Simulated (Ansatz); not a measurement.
## HfO2 with Au replacing Hf: a ladder of calculations

Cell of run 1: a supercell of HfO2 (fluorite type, Fm-3m) built from a structure deposited in the COD, with all atoms left at the host's positions.

```cif
data_Hf7AuO16
_symmetry_space_group_name_H-M 'Fm-3m'
_symmetry_Int_Tables_number 225
_cell_length_a 10.2300
_cell_length_b 10.2300
_cell_length_c 10.2300
_cell_angle_alpha 90.000
_cell_angle_beta 90.000
_cell_angle_gamma 90.000
loop_
_atom_site_label
_atom_site_type_symbol
_atom_site_symmetry_multiplicity
_atom_site_Wyckoff_symbol
_atom_site_fract_x
_atom_site_fract_y
_atom_site_fract_z
Au Au 4 a 0.0000 0.0000 0.0000
Hf2 Hf 24 d 0.2500 0.2500 0.0000
Hf8 Hf 4 b 0.5000 0.5000 0.5000
O9 O 32 f 0.1250 0.1250 0.1250
O12 O 32 f 0.6250 0.3750 0.3750
```

One atom of each set is listed; the run and its k-mesh use a cell of 24 atoms with edges of 7.23, 7.23, 7.23 Å.

Relaxed positions (PBE, cell held):

Au (0.0000, 0.0000, 0.0000)
Hf2 (0.2500, 0.2500, 0.0000)
Hf8 (0.5000, 0.5000, 0.5000)
O9 (0.1315, 0.1315, 0.1315)
O12 (0.6233, 0.3767, 0.3767)

All runs are DFT with Ansatz 0.2.0 (plane waves and PAW, scalar-relativistic unless spin–orbit coupling is named, Γ-centred meshes, Fermi–Dirac smearing where given) in this cell, at cell charge -1.

Run 1: PBE, atoms at the host's positions; 420 eV, 3×3×3 k-points, smearing 0.01 eV.
Run 2: PBE, atoms relaxed; 420 eV, 3×3×3 k-points, smearing 0.01 eV.
Run 3: r2SCAN, at the relaxed atoms; 500 eV, 3×3×3 k-points, smearing 0.01 eV.

Q: What does each run give, and what moves the gradients most?

A: 

| run | Hf2 V_zz (η) | O9 V_zz (η) | O12 V_zz (η) |
| --- | --- | --- | --- |
| 1 | -4.58 (0.88) | 3.84 (0.00) | 0.31 (0.00) |
| 2 | 7.90 (0.16) | 4.09 (0.00) | -0.10 (0.00) |
| 3 | 7.86 (0.20) | 4.10 (0.00) | -0.16 (0.00) |

V_zz in 10²¹ V/m²; 3 of the 5 sets of like atoms are followed. Against run 1, the gradient tensors on these sites move by at most 4.86 in run 2 (Hf2), 4.99 in run 3 (Hf2). Taken one at a time, the positions of the atoms (as given or relaxed) move the tensors on these sites by up to 4.86 (largest principal value of the change, on Hf2), the functional (r2SCAN with its higher cutoff) by 0.16 (Hf2). On some sites the largest principal value moves to another axis from run to run, and the sign of V_zz can flip with it. The defect's own atom has next to no gradient in any run.

The defect repeats with the cell of 24 atoms, so it feels its images: sites between two images don't show the values beside a lone defect, and zeros or small values of η there can come from the images' arrangement. This high-symmetry form of HfO2 is unstable when cold, to shifts of the oxygen columns, towards the tetragonal form. The symmetry of the cell holds that distortion back, wholly or in part, and it would change the field gradients, the more the larger the distortion. A uniform background compensates the cell's charge. Without spin–orbit coupling the gradients at and beside Au and Hf can be off by some per cent, at some sites by more. The relaxation keeps the site symmetry m-3m of the start, so the impurity can't leave its site; a distortion that would localise the partly filled state isn't explored. In run 1 the atoms aren't at the calculated equilibrium (largest force 1.7 eV/Å). In runs 1, 2, 3 the defect cell has no gap above 0.1 eV, so the values hang on the smearing and the k-mesh. The run isn't spin-polarised, and a state with spin may lie lower.
